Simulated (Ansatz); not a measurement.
**Ni: converged, but where?**

We look at Ni: an experimental structure (space group Fm-3m, primitive cell doubled), with 2 atoms per cell. Source: COD entry 4320510, which need not be the ambient phase.

These are results of DFT, PBE, PAW, plane waves, scalar-relativistic (Ansatz), not measurements.

```yaml
crystal:
  lattice:
    - [-1.76987, -1.76987, -3.53974]
    - [1.76987, -1.76987, 0.0]
    - [-1.76987, -1.76987, 0.0]
  atoms:
    - { symbol: Ni, position: [0.0, 0.0, 0.0], spin: 2.0 }
    - { symbol: Ni, position: [0.5, 0.5, 0.0], spin: 2.0 }
  symmetry: { detect: false, time_reversal: true }
magnetization:
  spin_polarized: true
hamiltonian:
  xc: pbe
  pseudopotentials: { kind: paw }
basis:
  ecutwfc: 420
kpoints:
  mp_grid: { grid: [8, 10, 13] }
scf:
  occupations: { method: fermi_dirac, width: 0.05 }
  lower_state_search: "off"
output:
  forces: true
  stress: true
```

Wall time and machine: 23 s on 2 threads of Intel(R) Xeon(R) 6975P-C, with other jobs on the host, peak memory 0.84 GiB.

The end of the output:

```
SCF converged after 11 iterations
Magnetization: 1.3263 μB (18.6631 up, 17.3369 down)
Absolute magnetization: 1.5124 μB (∫|ρ↑−ρ↓|, with the PAW one-centre terms)
Spin contamination: 0.0150 ħ² per cell (⟨S²⟩ above its minimum at these occupations)
Per-site moments (μB) at R_I (Å): [(0.7025, 1.0324), (0.7025, 1.0324)]
Free energy (F): -11679.453846 eV
Harris-Foulkes:  -11679.453846 eV  (|F-HF|=4.65e-9)
Internal energy: -11679.426232 eV  (E = F + TS)
E sigma→0 (E₀):  -11679.440039 eV
Entropy (-TS):   -0.027614 eV (-13.807 meV/atom)
Fermi energy:    17.763723 eV
--- Forces (eV/Å), atoms counted from 1 ---
  atom   1  Ni     0.00000000     0.00000001    -0.00000013
  atom   2  Ni     0.00000000    -0.00000000     0.00000012
--- Stress (GPa, compression-positive) ---
       -3.340044      -0.168073       0.009059
       -0.168073      -3.340044       0.009059
        0.009062       0.009062      -3.177407
  P = ⅓ Tr σ = -3.2858 GPa (-32.858 kbar)
```

The mesh has less symmetry than the lattice, which lowers the symmetry of the run.

Site moments are taken inside atomic spheres and don't add up to the total.

Q: Has the SCF ended in the lowest solution? If not, by how much is it too high?

A: None of the other runs went lower. It is the lowest of 3 states reached by 12 converged runs, and the next lies 55.5 meV/atom higher (antiferromagnetic, site moments Ni1 0.10, Ni2 -0.10 μB, total 0.00 μB per cell, no gap on the k-mesh). That doesn't prove a ground state. This multiple of the primitive cell fits some opposed orders; other multiples fit others. Only collinear orders within this cell were tried; the true ground state may need a larger cell.
